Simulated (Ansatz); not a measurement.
# Is this Ba₂Be structure a true minimum?

It was reached by relaxing an invented guess, and it needn't be the stable form of this composition.

The calculation used Ansatz 0.2.0, DFT PBE, scalar-relativistic, plane waves, PAW. Cutoff 420 eV; k points 8×8×8 on the computed 6-atom cell (Γ-centred); Gaussian smearing, width 0.10 eV; no spin polarisation.

The cell below (6 atoms, space group I4/mcm (No. 140)) is relaxed within its symmetry.

```yaml
crystal:
  lattice:
    - [-3.99933, 3.99933, 3.78119]
    - [3.99933, -3.99933, 3.78119]
    - [3.99933, 3.99933, -3.78119]
  atoms:
    - { symbol: Ba, position: [0.69941, 0.19941, 0.89882] }
    - { symbol: Ba, position: [0.80059, 0.69941, 0.50000] }
    - { symbol: Ba, position: [0.19941, 0.30059, 0.50000] }
    - { symbol: Ba, position: [0.30059, 0.80059, 0.10118] }
    - { symbol: Be, position: [0.25000, 0.25000, 0.00000] }
    - { symbol: Be, position: [0.75000, 0.75000, 0.00000] }
```

For the test a repeat of it with 12 atoms (edges 6.80, 6.80, 11.31 Å) was strained at random (σ = 1.5 % a component), the atoms were moved at random (σ = 0.15 Å), and all was relaxed again on a coarse 4×4×2 mesh (in the run’s order of axes) with 0.20 eV smearing, with no symmetry imposed.

Question: What happens?

Answer: It returns, within 1 meV/atom of the unmoved cell on that mesh and with the same symmetry when read at 0.1 Å (P-1 at 0.01 Å, so small strains and shifts remain). So it is stable against the distortions that fit this cell and that this random move excites. Modes that don't fit the cell aren't tested.
